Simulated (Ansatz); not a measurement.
**Ionic part of the dielectric constant of Pd3PtS8, mode by mode**

Level of theory: Ansatz, DFT PBE, scalar-relativistic, plane waves, PAW. Cutoff 420 eV, 6×6×4 k-points (Γ-centred), fixed occupations. No spin polarisation. Phonons by linear response, acoustic sum rule imposed.

Space group P-3m1 (No. 164), trigonal, a = 7.121 Å, c = 6.414 Å. Pd has 6 S at 2.40 Å; Pt is surrounded by 6 S at 2.40 Å; S on a site of symmetry m has 1 Pt at 2.40 Å and 2 Pd at 2.40 Å; S on a site of symmetry 3m is surrounded by 3 Pd at 2.40 Å.

The cell was found from a structure generator's guess, not taken from experiment. Spin–orbit coupling is left out, which matters for heavy elements. No dispersion correction is applied, so modes and constants that involve weak contacts between layers, chains or molecules come out too soft.

The primitive cell has V = 281.70 Å³ and ε∞,xx = 16.604. Each polar mode adds Δε = (4.92064×10⁷/V)·S/ν² along x, with S its oscillator strength in e²/amu, ν in cm⁻¹ and V in Å³.

**Question.** From these modes, find each Δε and ε0,xx.
```csv
ν (cm⁻¹),S_xx (e²/amu)
126.56,0.00204
209.56,0.0026
295.25,0.00681
303.63,0.049
306.61,0.8072
319.02,0.00279
```

**Answer.**
```csv
ν (cm⁻¹),Δε
126.56,0.02
209.56,0.01
295.25,0.01
303.63,0.09
306.61,1.50
319.02,0.00
```

The sum is 1.63, so ε0,xx = 18.23; the run's tensor has 18.25.

**Question.** Where do the longitudinal modes lie for a wave vector along x?

**Answer.** At 126.64, 209.61, 295.31, 303.77, 318.76, 321.20 cm⁻¹. The Lyddane–Sachs–Teller product Π(ν_LO/ν_TO)² = 1.10 agrees with ε0/ε∞ = 1.10.
